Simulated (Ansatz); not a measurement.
HfN:
```yaml
crystal:
  lattice:
    - [0.00000, 2.26275, 2.26275]
    - [2.26275, 0.00000, 2.26275]
    - [2.26275, 2.26275, 0.00000]
  atoms:
    - { symbol: N, position: [0.00000, 0.00000, 0.00000] }
    - { symbol: Hf, position: [0.50000, 0.50000, 0.50000] }
```

Relaxed with r²SCAN.

### Question
Which orbitals make up the states near the Fermi level in the program Ansatz at the r²SCAN level (PAW)?

### Answer
Within 0.5 eV of the Fermi level: Hf 5d 78 %, N 2p 17 %. Projections are on Löwdin-orthogonalised atomic valence shells; empty p or d shells of many metals are not among them.

### Question
Tabulate the density of states.

### Answer
States/eV per cell of 2 atoms, in 0.25 eV bins, energy from the Fermi level.

| E (eV) | total | Hf 5d | N 2p | Hf 6s |
|---|---|---|---|---|
| -7.85 | 0.90 | 0.26 | 0.51 | 0.09 |
| -7.60 | 0.96 | 0.25 | 0.56 | 0.10 |
| -7.35 | 1.02 | 0.24 | 0.62 | 0.11 |
| -7.10 | 0.77 | 0.17 | 0.48 | 0.07 |
| -6.85 | 0.62 | 0.14 | 0.40 | 0.05 |
| -6.60 | 0.95 | 0.27 | 0.61 | 0.04 |
| -6.35 | 2.26 | 0.71 | 1.46 | 0.02 |
| -6.10 | 3.60 | 0.99 | 2.44 | 0.01 |
| -5.85 | 3.19 | 0.91 | 2.13 | 0.01 |
| -5.60 | 1.92 | 0.57 | 1.27 | 0.01 |
| -5.35 | 1.49 | 0.43 | 1.00 | 0.00 |
| -5.10 | 1.19 | 0.33 | 0.82 | 0.00 |
| -4.85 | 1.00 | 0.25 | 0.71 | 0.00 |
| -4.60 | 0.83 | 0.18 | 0.62 | 0.00 |
| -4.35 | 0.69 | 0.11 | 0.54 | 0.00 |
| -4.10 | 0.29 | 0.04 | 0.24 | 0.00 |
| -3.85 | 0.14 | 0.02 | 0.11 | 0.00 |
| -3.60 | 0.09 | 0.02 | 0.07 | 0.00 |
| -3.35 | 0.06 | 0.04 | 0.03 | 0.00 |
| -3.10 | 0.08 | 0.06 | 0.02 | 0.00 |
| -2.85 | 0.11 | 0.08 | 0.03 | 0.00 |
| -2.60 | 0.15 | 0.11 | 0.04 | 0.00 |
| -2.35 | 0.18 | 0.13 | 0.04 | 0.00 |
| -2.10 | 0.22 | 0.16 | 0.05 | 0.00 |
| -1.85 | 0.25 | 0.19 | 0.06 | 0.00 |
| -1.60 | 0.29 | 0.22 | 0.06 | 0.00 |
| -1.35 | 0.32 | 0.25 | 0.07 | 0.00 |
| -1.10 | 0.36 | 0.28 | 0.07 | 0.00 |
| -0.85 | 0.41 | 0.31 | 0.08 | 0.00 |
| -0.60 | 0.46 | 0.36 | 0.08 | 0.00 |
| -0.35 | 0.53 | 0.42 | 0.09 | 0.01 |
| -0.10 | 0.59 | 0.46 | 0.10 | 0.01 |
| 0.15 | 0.61 | 0.48 | 0.11 | 0.01 |
| 0.40 | 0.64 | 0.49 | 0.11 | 0.01 |
| 0.65 | 0.66 | 0.51 | 0.11 | 0.01 |
| 0.90 | 0.71 | 0.55 | 0.12 | 0.02 |
| 1.15 | 0.72 | 0.56 | 0.11 | 0.02 |
| 1.40 | 0.72 | 0.57 | 0.11 | 0.02 |
| 1.65 | 0.74 | 0.59 | 0.11 | 0.02 |
| 1.90 | 0.79 | 0.63 | 0.11 | 0.02 |
| 2.15 | 0.86 | 0.67 | 0.11 | 0.03 |
| 2.40 | 1.00 | 0.78 | 0.12 | 0.04 |
| 2.65 | 1.15 | 0.90 | 0.14 | 0.05 |
| 2.90 | 1.30 | 1.00 | 0.17 | 0.05 |
| 3.15 | 1.46 | 1.13 | 0.18 | 0.06 |
| 3.40 | 1.83 | 1.43 | 0.23 | 0.06 |
| 3.65 | 2.13 | 1.69 | 0.26 | 0.06 |
| 3.90 | 1.74 | 1.39 | 0.19 | 0.06 |
| 4.15 | 1.62 | 1.29 | 0.16 | 0.07 |
| 4.40 | 1.59 | 1.25 | 0.16 | 0.08 |
| 4.65 | 1.57 | 1.21 | 0.15 | 0.09 |

Space group Fm-3m (rock salt). Symmetry was held in the r²SCAN relaxation; of distortions, only those at the zone centre were tested. No spin polarisation was allowed. With an odd number of electrons in the cell and no spin polarisation, the count alone makes it a metal. Scalar-relativistic: spin–orbit coupling is off unless named, which matters more the heavier the elements.

Potentials: the later of the program's two PAW sets.
